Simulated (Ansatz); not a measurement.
All-electron LAPW in Ansatz 0.2.0 under PBE, scalar-relativistic, energies extrapolated to zero smearing. Slabs are 1×1 cells cut from bulk crystals relaxed on PAW files, with atoms then relaxed, 16 to 20 Å of vacuum, a dipole correction, k spacings of 0.16 to 0.26 Å⁻¹ and smearing of 0.02 to 0.1 eV, without spin–orbit coupling or spin polarisation. The bulk type named needn't be the stable one, and no reconstruction is allowed.

Q: Order these slabs by work function, lowest first.
A. fcc Au (100), 6 layers
B. fcc Ag (110), 5 layers
C. fcc Au (110), 4 layers
D. bcc Ta (100), 5 layers

A: D (3.76 eV), B (4.22 eV), C (4.97 eV), A (5.04 eV).
